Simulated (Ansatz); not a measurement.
Cs (bcc, W type)

```
CELL_PARAMETERS angstrom
     -3.13761     3.13761     3.13761
      3.13761    -3.13761     3.13761
      3.13761     3.13761    -3.13761
ATOMIC_POSITIONS crystal
  Cs 0.00000 0.00000 0.00000
```

Equation-of-state scan: isotropic scaling of the cell above, V₀ being its volume. Symmetry pins the atoms to their sites.

The numbers are results of r2SCAN (plane waves to 500 eV, PAW, scalar-relativistic; Ansatz, an electronic-structure program), not measurements. k mesh 11×11×11 (Γ-centred), Fermi-Dirac smearing 0.05 eV. E stands for the smeared free energy. Compression counts positive. Cs was relaxed with its symmetry unable to fall. The relaxed volume of Cs is well above the measured one; the method has no dispersion term. The zero of ΔE is the relaxed starting cell. The last digit holds for this mesh only.

```json
[
 {"V (Å³/atom)": "111.198", "ΔE (meV/atom)": "7.7"},
 {"V (Å³/atom)": "113.669", "ΔE (meV/atom)": "4.7"},
 {"V (Å³/atom)": "116.141", "ΔE (meV/atom)": "2.5"},
 {"V (Å³/atom)": "118.612", "ΔE (meV/atom)": "1.0"},
 {"V (Å³/atom)": "121.083", "ΔE (meV/atom)": "0.2"},
 {"V (Å³/atom)": "123.554", "ΔE (meV/atom)": "0.0"},
 {"V (Å³/atom)": "126.025", "ΔE (meV/atom)": "0.4"},
 {"V (Å³/atom)": "128.496", "ΔE (meV/atom)": "1.3"},
 {"V (Å³/atom)": "130.967", "ΔE (meV/atom)": "withheld"},
 {"V (Å³/atom)": "133.438", "ΔE (meV/atom)": "4.4"},
 {"V (Å³/atom)": "135.909", "ΔE (meV/atom)": "6.6"}
]
```

Fit a third-order Birch-Murnaghan form (E₀, V₀, B₀, B₀′ free) to the given rows and predict ΔE at V = 130.967.

Least squares on the 10 given rows: ΔE = E₀ + (9V₀B₀/16)·y²·[2 + (B₀′ − 4)y], y = (V₀/V)^(2/3) − 1, with V₀ = 123.116 Å³/atom, B₀ = 1.840 GPa (160.2 GPa = 1 eV/Å³; the term in eV is multiplied by 1000), B₀′ = 3.46, E₀ = 0.01 meV/atom; root-mean-square residual 0.01 meV/atom. At 130.967 the fit gives 2.6 meV/atom; the calculation gives 2.6 meV/atom, the same to the digits shown. For the pressure the fit gives -0.1 GPa against the computed -0.1 GPa.

(Under strain, the slope of the energy per volume gives the stress and its curvature an elastic modulus.)
